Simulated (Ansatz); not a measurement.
Input file for Ansatz (an electronic-structure program):

Ansatz 0.2 input:
```yaml
crystal:
  lattice:
    - [0.0, 2.4479113192, 2.4479113192]
    - [2.4479113192, 0.0, 2.4479113192]
    - [2.4479113192, 2.4479113192, 0.0]
  atoms:
    - { symbol: N, position: [0.0, 0.0, 0.0] }
    - { symbol: Y, position: [0.5, 0.5, 0.5] }
kpoints:
  mp_grid: { grid: [10, 10, 10] }
hamiltonian:
  xc: r2scan
  pseudopotentials: { kind: paw }
scf:
  occupations: { method: fixed }
checkpoint: { read: static.run }
output: { bader: true, populations: true }
```

Output (shortened):

```
Pseudopotential: N, paw, valence charge 5
Pseudopotential: Y, paw, valence charge 11
Functional definition: r2SCAN
Crystal: 2 atoms, lattice volume = 29.337 Å³
Basis set: ecut = 500 eV, 725 PW (Γ), exchange–correlation on 108×108×108 points (64 copies of the dense FFT grid, shifted against one another)
Bands: 12, of which v1, the nominal top of the filled ones, is band 8 counted from 1 (7 counted from 0)
Symmetry: 48 space group operations
Space group: Fm-3m (ITA 225), of the structure as read, at distance tolerance 3.1e-5 Å
k-points: 47 of 1000
Stability of the state it starts from, as read at its close in the unpolarized treatment …
iter 1 solved again at ethr=3.29e-8 eV; its pass at ethr=3.10e-3 eV (dr2=5.26e-6 eV) is discarded
SCF iter   1: F=—  HF=-4248.476663 eV  |F-HF|=—  |Δ(HF+E_count)|=         —  Δρ=2.03e-7  dr2=3.97e-12  dr2_τ=1.89e-12  ethr=3.29e-8  ⟨swp⟩=3.0  Hψ=4275  notcnv=0  defer=65
preconditioner: auto → none
SCF iter   2: F=-4248.476663 eV  HF=-4248.476663 eV  |F-HF|=7.28e-12  |Δ(HF+E_count)|=  9.50e-10  Δρ=1.93e-7  dr2=8.69e-12  dr2_τ=2.55e-12  ethr=1.00e-12  ⟨swp⟩=7.0  Hψ=2541  notcnv=0
SCF 1 converged in 2 iterations: F = -4248.476663 eV  dr2 = 8.69e-12
SCF converged after 2 iterations
Free energy (F): -4248.476663 eV
Harris-Foulkes:  -4248.476663 eV  (|F-HF|=7.28e-12)
Internal energy: -4248.476663 eV  (E = F + TS)
E sigma→0 (E₀):  -4248.476663 eV
Fermi energy:    11.780320 eV
--- Per-component energies (eV) ---
  E_band       = -61.896566
  E_kinetic    = 437.586833
  E_local      = -605.910189  (includes V_loc(G=0)·N_el)
  E_nonlocal   = 93.927888
  E_hartree    = 186.974993
  E_xc         = -230.251996
  E_vxc        = -310.034415  (∫ρ·V_xc dr)
  E_paw        = -2969.930045  (= ΣΔE_a)
  E_vpaw       = -68.432104  (= ΣTr[D̂ρ^β])
  E_aug_tail   = 0.000019  (compensation charges beyond the density's cutoff)
  E_vtau       = 17.015440  (kinetic-family band-sum trace: ∫τ·v_τ [+ j·A + Jᵃ·Aᵃ] dr)
  E_ewald      = -1160.690648
  E_core_change = -0.183518  (= ΣΔE_core)
  E_smearing   =  0.000000  (= −TS)
  E_closure    = 0.000000  (closes the sum)
  Σ components = -4248.476663   (vs F -4248.476663, Δ=0.00e0)
  [band-id]    e_kinetic+e_local+e_nonlocal+2·e_hartree+e_vxc+e_vpaw+e_augmentation_tail+e_vtau = -61.896543   (vs E_band -61.896566, Δ=2.27e-5)
--- Band table (eV; the first three rows and the last of 47) ---
  k-point 0: bands = ["-30.4303", "-9.4173", "-9.4173", "-9.4173", "-1.8731", "11.7803", "11.7803", "11.7803", "15.3345", "15.3345", "15.3345", "16.6040"]
  k-point 1: bands = ["-30.4190", "-9.5431", "-9.4248", "-9.4248", "-1.7005", "11.1776", "11.4421", "11.4421", "15.4206", "15.5832", "15.5832", "17.1742"]
  k-point 2: bands = ["-30.3892", "-9.8523", "-9.4445", "-9.4445", "-1.2615", "9.9830", "10.7466", "10.7466", "15.6678", "16.2473", "16.2473", "18.4062"]
  k-point 46: bands = ["-30.2720", "-10.0768", "-9.9193", "-9.8254", "-1.0495", "9.7510", "10.2041", "10.3547", "15.2081", "17.2621", "19.5340", "20.1434"]
--- Löwdin populations: 2 sites ---
  site symbol       q [e]
     0      N      5.8222
     1      Y     10.1231
  spilling = 0.003420 (of n_electrons = 16.000000)
--- Bader charges: 2 sites ---
  site symbol  charge [e]  shift [e]
     0      N     -1.9681     0.0002
     1      Y      1.9681     0.0002
  shift: an alarm, by how much a part of what the PAW files miss would move the charge. Where it is large, compare
  with a run on PAW files of another source; a small one proves nothing
  estimated error of the sums over rays = 3.3e-4 e
```

Cost: about 15 core-seconds (a rough figure) on shared cores.

The r²SCAN relaxation kept the symmetry of its start. The run is not spin-polarised. Scalar-relativistic: spin–orbit coupling is off unless named, which matters more the heavier the elements.

Potentials: the later of the program's two PAW sets.

Ansatz is a plane-wave DFT program.
